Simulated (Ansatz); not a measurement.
# Relaxing Sc3F

Computed with Ansatz, DFT r2SCAN, scalar-relativistic, plane waves, PAW. Cutoff 500 eV, Γ-centred k mesh, Gaussian smearing, no spin polarisation in the final step.

Sc3F was placed on the Cu3Au (L1_2) structure type (Pm-3m, No. 221), with F in place of Au, Sc in place of Cu, at a guessed volume.

```xyz
4
Lattice="4.0612 0.0000 0.0000 0.0000 4.0612 0.0000 0.0000 0.0000 4.0612" Properties=species:S:1:pos:R:3 pbc="T T T"
Sc    0.0000    2.0306    2.0306
Sc    2.0306    0.0000    2.0306
Sc    2.0306    2.0306    0.0000
F     0.0000    0.0000    0.0000
```

Cell and atoms relax at zero pressure; the relaxation can't lower the symmetry of the start. After a coarse first stage the cell is made exact in the group found at 0.06 Å.

What does it relax into?

It keeps Pm-3m (No. 221). The result has the Cu3Au (L1_2) structure. Conventional cell: a = 4.457 Å. Sc is coordinated by 4 F at 3.15 Å and 8 Sc at 3.15 Å; F has 12 Sc at 3.15 Å.

Space group Pm-3m (No. 221). a = 4.457 Å, b = 4.457 Å, c = 4.457 Å, α = 90.00°, β = 90.00°, γ = 90.00°
```
atom site symmetry x y z
  Sc    3c    4/mm.m  0.0000  0.5000  0.5000
   F    1a m-3m  0.0000  0.0000  0.0000
```

What are its volume, density and gap?

The volume per atom is 22.14 Å³, the density is 2.89 g/cm³ and the gap on the 10×10×10 mesh is 0 eV (a metal).

The final run used a 10×10×10 mesh on its 4-atom cell and 0.10 eV smearing. A structure relaxed within its symmetry needn't be a true minimum.

Cost: 3 runs of about 2 core-minutes in all, on Arm Neoverse V2 (shared hosts).